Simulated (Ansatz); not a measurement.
CaZn₂Sb₂ in space group P-3m1 (No. 164; Zn on 2d, Ca on 1a, Sb on 2d), r²SCAN (plane waves, PAW; program Ansatz). The conduction-band minimum lies on the Γ–A line, 10 % of the way from Γ, with 2 equivalent valleys. Second derivatives d²E/dk² of the lowest band at one valley (eV·Å²), along Cartesian directions:

```json
[
 {"direction": "[100]", "d²E/dk²": "81.76"},
 {"direction": "[010]", "d²E/dk²": "81.76"},
 {"direction": "[001]", "d²E/dk²": "3.156"},
 {"direction": "[110]", "d²E/dk²": "81.76"},
 {"direction": "[101]", "d²E/dk²": "42.47"},
 {"direction": "[011]", "d²E/dk²": "42.47"}
]
```

Question: Find the principal effective masses, the density-of-states mass and the conductivity mass.

Answer: Off-diagonal terms follow from H_xy = H[110] − (H_xx + H_yy)/2, and m*/mₑ = 7.620 eV·Å² over each eigenvalue: 0.093, 0.093, 2.4. One valley's DOS mass (m₁m₂m₃)^(1/3) = 0.28, conductivity mass 3/(Σ 1/mᵢ) = 0.14 mₑ.

Question: What effective density of states Nc follows at 300 K for parabolic valleys?

Answer: Nc = 2.509e19 × 2 × (0.28)^(3/2) ≈ 7.4e18 cm⁻³.

The workflow started from an entry of the Crystallography Open Database (COD). Whether it is the stable phase at ambient conditions was not checked. The cell was relaxed with r²SCAN under the symmetry of its start; its stability against distortions is not shown here. Scalar-relativistic: spin–orbit coupling is off unless named, which matters more the heavier the elements.

Potentials: the later of the program's two PAW sets.

Edges and masses are those of Kohn–Sham bands, whose gap is no quasiparticle gap.
